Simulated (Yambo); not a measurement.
Consider the following.

```
BaO2
1.0
   -1.88565     1.88565     3.37505
    1.88565    -1.88565     3.37505
    1.88565     1.88565    -3.37505
O Ba
2 1
Direct
  0.39121   0.39121   0.00000
  0.60879   0.60879   0.00000
  0.00000   0.00000   0.00000
```

Workflow: norm-conserving PBEsol (Quantum ESPRESSO, 84 Ry, with spin-orbit coupling), then G0W0 in Yambo (4×4×4 Γ-centred k mesh, 150 bands and a 7 Ry block in the screening, 150 bands in G with the Bruneval-Gonze terminator, plasmon pole fitted at 27.2 eV).

Problem. Give the PBEsol and G0W0 gaps between the band edges found on this mesh, and say where the edges lie.

Solution. Edges: Z → Z. PBEsol: 2.06 eV; G0W0: 3.71 eV. Nearest settings tried, and what they do to the gap: 1 Ry block (11 vectors against 113): +682 meV. Not varied: bands in G, bands in W, mesh. So the settings aren't converged at that level. 

Geometry relaxed with PBEsol.
